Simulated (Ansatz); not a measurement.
## Property card for Mg$_{2}$Rh

Mg$_{2}$Rh:
Space group I4/mmm (No. 139); a = 3.1350 Å, b = 3.1350 Å, c = 9.8600 Å, α = 90.00°, β = 90.00°, γ = 90.00°

| atom | site | symmetry | x | y | z |
|---|---|---|---|---|---|
| Mg | 4e | 4mm | 0.0000 | 0.0000 | 0.3562 |
| Rh | 2a | 4/mmm | 0.0000 | 0.0000 | 0.0000 |
(The calculation used a cell of 3 atoms; values per cell refer to that cell.)

Space group I4/mmm (No. 139), MoSi2 or CaC2 type; conventional cell a = b = 3.1350 Å, c = 9.8600 Å, α = β = γ = 90.00°.

Method: the program Ansatz at the LDA level (PAW). The cell and atoms are relaxed at this level. Other levels are named where they apply.

Cell and energy:

```
Quantity                                                      Result
-----------------------------------------------------  -------------
Volume per atom                                             16.15 Å³
Density                                                   5.19 g/cm³
Formation energy from the elements (no fitted shifts)  -0.40 eV/atom
```

Electronic structure:

```
Quantity                                                                     Value
------------------------------------  --------------------------------------------
Electronic character                                             metallic (no gap)
Density of states at the Fermi level  0.31 states/eV per atom (mean over ±0.08 eV)
```

Mechanics:

```
Property                              Result
----------------------------------  --------
Bulk modulus (Birch–Murnaghan fit)  64.1 GPa
Pressure derivative B′                   6.9
```

Phonons:

```
Property                                       Result
-----------------------------  ----------------------
Highest zone-centre frequency                42.3 meV
Zone-centre stability          no imaginary mode at Γ
```

The first step of the workflow began from a Materials Project structure, measured or hypothetical; the Crystallography Open Database copy checked does not list it. Whether it is the stable phase at ambient conditions was not checked. Symmetry was held in the LDA relaxation. The run is not spin-polarised. As this level gives no gap, phonon frequencies hold no LO–TO term and depend on the k-mesh and smearing (Fermi–Dirac, 0.1 eV here). Axis ratios of metals converge slowly with the k-mesh, so a and c are less sure than the volume. The references are the lowest solids computed at this level, not always the standard phases. Spin–orbit coupling is left out wherever it is not named.

Potentials: the later of the program's two PAW sets.
